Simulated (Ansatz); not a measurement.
NbAgO$_{3}$ (cubic perovskite, Pm-3m), PBEsol (plane waves, PAW; program Ansatz), all energies at zero smearing, with the estimated change up to a 700 eV cutoff added, with one set of potentials and settings (totals compare only within such a set). Cell of 5 atoms (1 Nb, 1 Ag, 3 O): -13701.769 eV.

```csv
element,reference phase,E (eV/atom)
Nb,"Im-3m, 1 atoms in the cell",-4495.4542
Ag,"P6_3/mmc, 4 atoms in the cell",-7522.2452
O,"C2/m, 4 atoms in the cell, spin-polarised",-558.3554
```

Formation energy per atom, worked out: (-13701.769 − 1×(-4495.4542) − 1×(-7522.2452) − 3×(-558.3554))/5 = -1.801 eV/atom (-174 kJ per mol of atoms), at 0 K, without zero-point energy or fitted corrections.

The first step of the workflow began from a Materials Project structure, measured or hypothetical; the Crystallography Open Database copy checked does not list it. COD files the formula under space group No. 57, so this cell is another polymorph or a model. Its standing as an ambient phase is unchecked. The PBEsol relaxation kept the symmetry of its start. At this level the phase is dynamically unstable (imaginary phonons). No spin polarisation was allowed. The references are the lowest solids computed at this level, not always the standard phases (solids in place of the gases).

Potentials: the later of the program's two PAW sets.
